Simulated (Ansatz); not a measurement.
Nb (bcc (W type), space group No. 229) at seven volumes, the program Ansatz at the r²SCAN level (PAW), shape and atoms relaxed at each. One row is withheld.

```tsv
V (Å³/atom)	P (GPa)
16.382	19.31
16.923	11.94
17.463	?
18.003	0.00
18.543	-4.82
19.083	-9.00
19.623	-12.67
```

### Question
Fit the shown pressures and predict the withheld one.

### Answer
Third-order Birch–Murnaghan: P = (3/2)B₀(x^(7/2) − x^(5/2))[1 + (3/4)(B′ − 4)(x − 1)] with x = (V₀/V)^(2/3). Least squares on the six rows gives V₀ = 18.004 Å³/atom, B₀ = 172.2 GPa, B′ = 3.66. At V = 17.463, x = 1.0205 and P = 5.56 GPa. The run itself gave 5.55 GPa.

Space group Im-3m (bcc (W type)). Symmetry was held in the r²SCAN relaxation. The run is not spin-polarised.

Potentials: the later of the program's two PAW sets.
